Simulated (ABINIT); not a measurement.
ABINIT input for RbBr, PBE with JTH PAW datasets:

```
pp_dirpath "./pseudo"
pseudos "Rb.GGA_PBE-JTH.xml, Br.GGA_PBE-JTH.xml"

acell 3*1.0 angstrom
rprim
    0.000000000000     3.455950000000     3.455950000000
    3.455950000000     0.000000000000     3.455950000000
    3.455950000000     3.455950000000     0.000000000000
ntypat 2
znucl 37 35
natom 2
typat 1 2
xred
    0.000000000000     0.000000000000     0.000000000000
    0.500000000000     0.500000000000     0.500000000000
tolsym 1e-5
chksymtnons 0
chkprim 0

ecut 20
pawecutdg 40
pawovlp 20
ngkpt 6 6 6
nshiftk 1
shiftk 0 0 0
nband 11
occopt 7
tsmear 0.001
diemac 8
tolvrs 1e-10
nstep 90

nucefg 2
quadmom 0.276 0.313
nucfc 1
prtwf 0
prtden 0
prteig 0
prtebands 0
prtgsr 0
```

Geometry: a computed entry of the Materials Project; it was not checked against measured cells. It is RbBr in Fm-3m; whether this form has been observed was not checked. Stability against distortions was not tested.

Each row changes or adds one setting. The quadmom values are sizes without sign and don't touch the SCF cycle. The limit is 90 steps.  

```csv
setting typed,SCF steps,k-points,converged
as in the input,11,16,yes
diemac = 1000,11,16,yes
diemac = 16,11,16,yes
diemix = 0.2,23,16,yes
diemix = 0.4,13,16,yes
iscf = 13,12,16,yes
iscf = 2,28,16,yes
iscf = 7,14,16,yes
kptopt = 2,11,112,yes
kptopt = 3,11,216,yes
nline = 1,32,16,yes
```

Fewest SCF steps among converged rows: 11 (as in the input, diemac = 1000, diemac = 16, kptopt = 2, kptopt = 3); most steps: 32 (nline = 1). Steps of different solvers differ in work.
